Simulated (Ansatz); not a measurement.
## NbSbS2Br: settings compared (Ansatz)

The command:

```bash
ansatz run input.yaml --threads 1 --pin off --max-ram 2560MiB --backend cpu --events-out ev --progress --plain --runs-dir out
```

The input file (Ansatz 0.2.0, plane waves):

```yaml
crystal:
  lattice:
    - [0.0, 3.893195, 0.0]
    - [6.404073, -1.946597, 0.0]
    - [0.169117, 0.0, -9.688797]
  atoms:
    - { symbol: Nb, position: [0.0, 0.0, 0.5] }
    - { symbol: Sb, position: [0.291, 0.582, 0.8094] }
    - { symbol: Sb, position: [0.709, 0.418, 0.1906] }
    - { symbol: S, position: [0.924, 0.848, 0.757] }
    - { symbol: S, position: [0.076, 0.152, 0.243] }
    - { symbol: Br, position: [0.366, 0.732, 0.4299] }
    - { symbol: Br, position: [0.634, 0.268, 0.5701] }
    - { symbol: S, position: [0.36, 0.72, 0.04884] }
    - { symbol: S, position: [0.64, 0.28, 0.95116] }
    - { symbol: Nb, position: [0.0, 0.0, 0.0] }
  symmetry: { tolerance: 0.0003 }
kpoints:
  mp_grid: { grid: [5, 5, 2], shift: [0, 0, 0] }
magnetization:
  spin_polarized: false
scf:
  occupations: { method: fermi_dirac, width: 0.0187 }
hamiltonian:
  pseudopotentials: { kind: paw }
  xc: r2scan
basis:
  ecutwfc: 500
output:
  forces: true
  stress: true
  eigenvalues: true
```

Origin of the cell: a known structure type with other elements, at an estimated volume, so it need not be a known compound.

Output of this run (shortened):

```
SCF iter   1: F=—  HF=-31338.285452 eV  Δρ=1.04e-2  dr2=6.74e-1  dr2_τ=7.63e-2
SCF iter   2: F=—  HF=-31338.404922 eV  Δρ=1.80e-2  dr2=3.39e0  dr2_τ=1.32e-1  defer=26  recentre
SCF iter   3: F=—  HF=-31338.352322 eV  Δρ=9.35e-3  dr2=7.87e-1  dr2_τ=1.23e-2  defer=26
SCF iter   4: F=—  HF=-31338.341136 eV  Δρ=4.76e-3  dr2=4.72e-2  dr2_τ=7.44e-4  defer=26
SCF iter   5: F=—  HF=-31338.340939 eV  Δρ=2.29e-3  dr2=2.42e-2  dr2_τ=4.25e-4  defer=29
[… 4 lines left out …]
SCF iter  10: F=—  HF=-31338.341747 eV  Δρ=4.91e-5  dr2=2.08e-5  dr2_τ=5.17e-7  defer=30
SCF iter  11: F=—  HF=-31338.341860 eV  Δρ=2.10e-5  dr2=4.05e-6  dr2_τ=1.21e-7  defer=30
SCF iter  12: F=—  HF=-31338.341861 eV  Δρ=7.85e-6  dr2=3.59e-7  dr2_τ=1.03e-8  defer=30
SCF iter  13: F=—  HF=-31338.341861 eV  Δρ=9.52e-6  dr2=1.12e-6  dr2_τ=3.12e-8
SCF iter  14: F=-31338.341860 eV  HF=-31338.341861 eV  Δρ=2.21e-6  dr2=3.95e-8  dr2_τ=1.76e-9
SCF 1 converged in 14 iterations: F = -31338.341860 eV  dr2 = 3.95e-8
SCF converged after 14 iterations
Free energy (F): -31338.341860 eV
Harris-Foulkes:  -31338.341861 eV  (|F-HF|=3.13e-8)
Internal energy: -31338.325429 eV  (E = F + TS)
E sigma→0 (E₀):  -31338.333645 eV
Entropy (-TS):   -0.016431 eV (-1.643 meV/atom)
Fermi energy:    9.131591 eV
--- Per-component energies (eV) ---
  E_band       = -800.972618
  E_kinetic    = 1880.719505
  E_local      = -6862.266213  (includes V_loc(G=0)·N_el)
  E_nonlocal   = 1219.504070
  E_hartree    = 2714.889578
  E_xc         = -1454.998900
  E_vxc        = -1273.337009  (∫ρ·V_xc dr)
  E_paw        = -22360.502292  (= ΣΔE_a)
  E_vpaw       = -1266.514302  (= ΣTr[D̂ρ^β])
  E_aug_tail   = 0.000010  (compensation charges beyond the density's cutoff)
  E_vtau       = 71.144840  (kinetic-family band-sum trace: ∫τ·v_τ [+ j·A + Jᵃ·Aᵃ] dr)
  E_ewald      = -6475.542947
  E_core_change = -0.128242  (= ΣΔE_core)
  E_smearing   = -0.016431  (= −TS)
  Σ components = -31338.341860   (vs F -31338.341860, Δ=0.00e0)
--- Forces (eV/Å), atoms counted from 1 ---
  atom   1  Nb     0.000000     0.000000     0.000000
[… 4 lines left out …]
  atom   6  Br     0.182251     0.000000    -0.280585
  atom   7  Br    -0.182251    -0.000000     0.280585
  atom   8  S      0.817915     0.000000     0.499744
  atom   9  S     -0.817915    -0.000000    -0.499744
  atom  10  Nb     0.000000     0.000000     0.000000
  max |Σ_I F_I| component: 0.0 eV/Å
--- Stress (GPa, compression-positive) ---
       -1.255624       0.000000      -1.330953
        0.000000      -6.099914      -0.000000
       -1.330953      -0.000000      -4.533400
  P = ⅓ Tr σ = -3.9630 GPa (-39.630 kbar)
```

The same input was run again with these changes:

1. `scf.occupations.method` fermi_dirac → tetrahedron; `scf.occupations.width` 0.0187 → default; `kpoints.mp_grid.grid` [5, 5, 2] → [8, 8, 3]
2. `total_charge` default → 1
3. `kpoints.mp_grid.grid` [5, 5, 2] → [2, 2, 1]; `basis.ecutwfc` 500 → "450 eV"
4. `basis.ecutrho_ratio` default → 9; `basis.ecutwfc` 500 → "600 eV"

| run | end | SCF iterations | P (GPa) | max force component (eV/Å) | moment (μB) | ΔE(σ→0) (meV/atom) |
| --- | --- | --- | --- | --- | --- | --- |
| base | converged | 14 | -3.96 | 0.818 | – | 0 |
| 1 | converged | 13 | -4.05 | 0.743 | – | -4.33 |
| 2 | converged | 15 | – | 0.829 | – | – |
| 3 | converged | 14 | -4.66 | 0.552 | – | -39.63 |
| 4 | converged | 14 | -3.96 | 0.818 | – | -0.84 |

Energies are compared only where functional, datasets, charge and starting cell are the same.

Not properties of the system: run 3 (too coarse or loose: `kpoints.mp_grid.grid` = [2, 2, 1]).

Caveats of the base run: no moments, though an odd count or open d shells may carry them; no spin-orbit coupling, though heavy elements are present; the k mesh is coarse if the cell is a metal.

Run 1: forces and stress under tetrahedra may miss the slope of the energy.
Run 2: charged cell with a uniform background, whose pressure depends on convention.
Run 3: the cutoff lies below the datasets' advice.

The base run took 67 s of wall time on 1 CPU thread(s) of a shared host, from the program's own first density.
